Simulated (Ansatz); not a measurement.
RuC in space group P-6m2 (No. 187; Ru on 1a, C on 1f) under volume change, the program Ansatz at the PBEsol level (PAW), shape and atoms relaxed at each volume.

```
V (Å³/atom)  E − E(relaxed) (meV/atom)  P (GPa)
-----------  -------------------------  -------
8.768                            106.6    42.97
9.057                             44.7    26.18
9.346                             10.6    12.04
9.635                              0.0    -0.02
9.924                              9.5   -10.21
10.213                             [?]      [?]
10.502                             [?]      [?]
```

### Question
What belongs in the gaps?

### Answer

- 10.502, E − E(relaxed) (meV/atom): 76.4
- 10.502, P (GPa): -26.02
- 10.213, E − E(relaxed) (meV/atom): 35.8
- 10.213, P (GPa): -18.78

### Question
What does a third-order Birch–Murnaghan fit give for V₀, B₀ and B′?

### Answer
V₀ = 9.63 Å³/atom, B₀ = 368 GPa, B′ = 4.6.

The cell is a constructed one: a structure type filled with these elements; neither database checked (COD, Materials Project) lists it. Its standing as an ambient phase is unchecked. The cell was relaxed with PBEsol under the symmetry of its start; its stability against distortions is not shown here. The run is not spin-polarised. Scalar-relativistic: spin–orbit coupling is off unless named, which matters more the heavier the elements.

Potentials: the earlier of the program's two PAW sets. The files were generated under PBE; for other functionals the program regenerates the frozen cores, and for LDA and PBEsol the local potential too.
